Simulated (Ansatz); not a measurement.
In PBE in the plane-wave PAW code Ansatz, SiC in the hexagonal phase (P6_222; Si on 3d, C on 3c) relaxes to a = 3.085 Å, c = 7.062 Å. Its formation energy from the elements is 0.36 eV/atom, with no fitted shifts.

The Kohn–Sham gap is 0.87 eV (indirect). The valence maximum lies at Γ and the conduction minimum at M (3 equivalent valleys). Electrons at the band edge weigh 0.17, 0.45, 0.77 mₑ (principal values). The hole mass is 0.39, 0.39, 3.6 mₑ (principal values).

An equation-of-state fit gives a bulk modulus of 219 GPa.

The start of the workflow was typed in or built on a structure type; neither database checked (COD, Materials Project) lists it. It is not the phase usual at ambient conditions (space group No. 186, 216). The PBE relaxation kept the symmetry of its start; its stability against distortions is not shown here. Its formation energy is positive at this level, so the cell may be metastable or incomplete. The references are the lowest solids computed at this level, not always the standard phases.

Potentials: the later of the program's two PAW sets.
